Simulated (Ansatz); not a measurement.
Ca (fcc (Cu type), Fm-3m) at seven volumes, PBE (plane waves, PAW; program Ansatz), scaled uniformly. One row is withheld.

```
V (Å³/atom)  P (GPa)
-----------  -------
38.383          1.90
39.648             ?
40.913          0.56
42.179          0.00
43.444         -0.49
44.709         -0.92
45.975         -1.30
```

Problem. Fit the shown pressures and predict the withheld one.

Solution. P = (3/2)B₀(x^(7/2) − x^(5/2))[1 + (3/4)(B′ − 4)(x − 1)] with x = (V₀/V)^(2/3). Least squares on the six rows gives V₀ = 42.183 Å³/atom, B₀ = 17.4 GPa, B′ = 3.18. At V = 39.648, x = 1.0422 and P = 1.19 GPa. The run itself gave 1.19 GPa.

The cell was relaxed with PBE under the symmetry of its start.

Potentials: the later of the program's two PAW sets.
